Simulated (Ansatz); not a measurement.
PbF2 (fluorite)

```yaml
crystal:
  lattice:
    - [0.00000, 3.00038, 3.00038]
    - [3.00038, 0.00000, 3.00038]
    - [3.00038, 3.00038, 0.00000]
  atoms:
    - { symbol: Pb, position: [0.00000, 0.00000, 0.00000] }
    - { symbol: F, position: [0.75000, 0.75000, 0.75000] }
    - { symbol: F, position: [0.25000, 0.25000, 0.25000] }
```

In each cell atom 1 (Pb, nearest neighbour F at 2.598 Å; its periodic images, 4.2 Å or more away, move with it) moves by s·(-0.577, 0.577, 0.577) (towards the nearest neighbour), the rest being held.

Calculation: PBE (plane waves to 420 eV, PAW, scalar-relativistic; Ansatz, a quantum-chemistry and plane-wave program). k mesh 8×8×8 (Γ-centred), Fermi-Dirac smearing 0.05 eV. Energies are smeared free energies. F∥ is the force on the atom along that direction. PbF2 was relaxed with its symmetry unable to fall. Spin-orbit coupling is left out, though Pb is heavy. The zero of ΔE is the undisplaced structure.

Give the computed ΔE (eV/cell) and F∥ (eV/Å) at s (Å) = -0.156, -0.104, -0.052, 0.052, 0.104, 0.156.


```csv
s (Å),ΔE (eV/cell),F∥ (eV/Å)
-0.156,0.0141,0.197
-0.104,0.0059,0.119
-0.052,0.0014,0.056
0.052,0.0014,-0.056
0.104,0.0059,-0.119
0.156,0.0141,-0.197
```

(A displaced cell: forces are minus the slopes of the energy, force constants its curvatures, and phonons follow from these.)
